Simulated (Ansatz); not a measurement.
Starting cell, LiNbO$_{2}$ (space group P6_3/mmc):

```xyz
8
Lattice="2.8704 0.0000 0.0000 -1.4352 2.4858 0.0000 0.0000 0.0000 10.2253" Properties=species:S:1:pos:R:3 pbc="T T T"
Li     0.0000     0.0000     0.0000
Li     0.0000     0.0000     5.1127
Nb     0.0000     1.6572     7.6690
Nb     1.4352     0.8286     2.5563
O      0.0000     1.6572     1.2499
O      1.4352     0.8286     8.9754
O      1.4352     0.8286     6.3626
O      0.0000     1.6572     3.8628
```

The atoms are displaced by Q × the pattern below (from a DFPT mode at Γ, largest move 1; Q in Å), at fixed cell.

```json
[
 {"atom": "Li1", "x": "0.000", "y": "0.000", "z": "-1.000"},
 {"atom": "Li2", "x": "0.000", "y": "0.000", "z": "1.000"},
 {"atom": "O5", "x": "0.000", "y": "0.000", "z": "-0.330"},
 {"atom": "O6", "x": "0.000", "y": "0.000", "z": "-0.330"},
 {"atom": "O7", "x": "0.000", "y": "0.000", "z": "0.330"},
 {"atom": "O8", "x": "0.000", "y": "0.000", "z": "0.330"}
]
```

Atoms not listed stay in place.

Level of theory: LDA (plane waves to 420 eV, PAW, scalar-relativistic; Ansatz, a first-principles code). k mesh 13×13×4 (Γ-centred), Fermi-Dirac smearing 0.05 eV. E stands for the smeared free energy. LiNbO2 is run without spin polarisation and with no Hubbard U. LiNbO2 was relaxed with its symmetry unable to fall. The zero of ΔE is the undisplaced structure.

```
Q (Å)    ΔE (meV/cell)
-------  -------------
-0.1000           97.7
-0.0833       withheld
-0.0667           43.4
-0.0500           24.4
-0.0333           10.8
-0.0167            2.7
0.0000             0.0
0.0167             2.7
0.0333            10.8
0.0500            24.4
0.0667            43.4
0.0833        withheld
0.1000            97.7
```

**Question.** Fit an even polynomial form (powers 2, 4) to the given rows and predict ΔE at Q = -0.0833.

**Answer.** Least squares on the 11 given rows: ΔE = (9747)·Q² + (2328)·Q⁴, in meV/cell with Q in Å; root-mean-square residual 0.01 meV/cell. At -0.0833 the fit gives 67.7 meV/cell; the calculation gives 67.8 meV/cell, so the interpolation is off by -0.1 (-0.1 %). The quadratic term alone would give 67.6 meV/cell.

(A displaced cell: forces are minus the slopes of the energy, force constants its curvatures, and phonons follow from these.)
